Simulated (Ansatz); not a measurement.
Relaxed LiCl (rock salt):

```
LiCl
1.0
    0.00000     2.55614     2.55614
    2.55614     0.00000     2.55614
    2.55614     2.55614     0.00000
Cl Li
1 1
Direct
  0.00000   0.00000   0.00000
  0.50000   0.50000   0.50000
```

In each cell atom 1 (Cl, nearest neighbour Li at 2.556 Å; its periodic images, 3.6 Å or more away, move with it) moves by s·(0.707, 0.707, 0.000) (along Cartesian [110]), the rest being held.

Calculation: r2SCAN (plane waves to 500 eV, PAW, scalar-relativistic; Ansatz, an electronic-structure program). k mesh 9×9×9 (Γ-centred), Fermi-Dirac smearing 0.05 eV. E stands for the smeared free energy. F∥ is the force on the atom along that direction. LiCl was relaxed with its symmetry unable to fall. The zero of ΔE is the undisplaced structure.

Task: What ΔE (meV/cell) and F∥ (eV/Å) does the calculation give at s (Å) = -0.208, -0.156, 0.052, 0.104, 0.156?

Result: 
| s (Å) | ΔE (meV/cell) | F∥ (eV/Å) |
|---|---|---|
| -0.208 | 18.0 | 0.182 |
| -0.156 | 9.9 | 0.131 |
| 0.052 | 1.1 | -0.041 |
| 0.104 | 4.3 | -0.085 |
| 0.156 | 9.9 | -0.131 |

(A displaced cell: forces are minus the slopes of the energy, force constants its curvatures, and phonons follow from these.)
